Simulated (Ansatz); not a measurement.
SiC:
```
CELL_PARAMETERS angstrom
      3.07263     0.00000     0.00000
     -1.53631     2.66097     0.00000
      0.00000     0.00000     7.03910
ATOMIC_POSITIONS crystal
  Si 0.00000 0.50000 0.33333
  Si 0.50000 0.50000 0.66667
  Si 0.50000 0.00000 0.00000
  C  0.00000 0.50000 0.83333
  C  0.50000 0.50000 0.16667
  C  0.50000 0.00000 0.50000
```

Cartesian axes are those of the cell as given.

### Question
Give the proper piezoelectric stress tensor with relaxed ions from the program Ansatz at the r²SCAN level (PAW).

### Answer
In C/m², rows x, y, z, Voigt columns; mesh uncertainty up to 0.00.
```
 0.00   0.00   0.00  -0.46   0.00   0.00
 0.00   0.00   0.00   0.00   0.46   0.00
 0.00   0.00   0.00   0.00   0.00   0.00
```

The elastic tensor of the same run (GPa):

```json
[
 {"": "1", "1": "473", "2": "85.0", "3": "89.9", "4": "0.0", "5": "0.0", "6": "0.0"},
 {"": "2", "1": "85.0", "2": "473", "3": "89.9", "4": "0.0", "5": "0.0", "6": "0.0"},
 {"": "3", "1": "89.9", "2": "89.9", "3": "642", "4": "0.0", "5": "0.0", "6": "0.0"},
 {"": "4", "1": "0.0", "2": "0.0", "3": "0.0", "4": "214", "5": "0.0", "6": "0.0"},
 {"": "5", "1": "0.0", "2": "0.0", "3": "0.0", "4": "0.0", "5": "214", "6": "0.0"},
 {"": "6", "1": "0.0", "2": "0.0", "3": "0.0", "4": "0.0", "5": "0.0", "6": "194"}
]
```

### Question
Convert to strain constants d = e·S.

### Answer
In pC/N:
```
 0.0   0.0   0.0  -2.2   0.0   0.0
 0.0   0.0   0.0   0.0   2.2   0.0
 0.0   0.0   0.0   0.0   0.0   0.0
```

Space group P6_422. The start of the workflow was typed in or built on a structure type; neither database checked (COD, Materials Project) lists it. It is not the phase usual at ambient conditions (space group No. 186, 216). The r²SCAN relaxation kept the symmetry of its start; whether a distortion lowers the energy is not shown. Its formation energy is positive at this level, so the cell may be metastable or incomplete.

Potentials: the later of the program's two PAW sets.
